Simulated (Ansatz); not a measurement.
A relaxed cell of Sn3PbS4 is given with its symmetry left out. The cell was found from a structure generator's guess, not taken from experiment.

Theory: DFT PBE, scalar-relativistic, plane waves, PAW in Ansatz. Cutoff 420 eV, Γ-centred mesh, Gaussian smearing, no spin polarisation.

```xyz
8
Lattice="5.9537 0.0000 0.0000 -0.0809 5.9994 0.0000 -1.2953 -1.2780 5.8974" Properties=species:S:1:pos:R:3 pbc="T T T"
Sn   -0.4833    2.4908    2.8786
Sn    2.4491   -0.1856    2.9441
Sn    2.5008    2.8507    0.0550
Pb    4.2320    4.4804    5.8149
S     2.6100    5.4919    0.3622
S     5.7450    2.7277    0.3062
S     2.7651    2.4669    2.6346
S    -0.2134   -0.1592    2.6965
```

Formation energies are uncorrected and refer to the elements' standard structures at the same level. The references include grey tin.

**Question.** What space group does it have?

**Answer.** P1 (No. 1). Conventional cell: a = 5.954 Å, b = 6.000 Å, c = 6.172 Å, α = 101.8°, β = 102.1°, γ = 90.8°. Sn on its first site has 3 S at 2.60–2.72 Å; Sn on its second site is surrounded by 3 S at 2.61–2.69 Å; around Pb lie 1 S at 2.78 Å and 4 S at 2.96–3.08 Å; S on its first site has 2 Sn at 2.61–2.66 Å and 2 Pb at 2.96–3.08 Å; 4 more sites not described.

**Question.** How far does it lie from the elements in energy?

**Answer.** −0.471 eV/atom. A negative formation energy is needed for stability but isn't enough: competing phases decide.

**Question.** Is it a metal?

**Answer.** No, the gap on the 6×6×6 mesh is 0.99 eV.

The last run used a 6×6×6 mesh for its 8-atom cell and Gaussian smearing of 0.02 eV. Weakly bound directions are ill-defined at this level, which has no dispersion term. These runs have no spin–orbit coupling, which can matter for Pb. Kohn–Sham gaps at this level usually fall short of measured ones. The missing spin–orbit coupling can work the other way here. The reference form of S is held partly by dispersion forces, which this level lacks. This cell was reached by moving the atoms of another relaxed cell at random and relaxing again, last within the group found; it had no such test of its own.
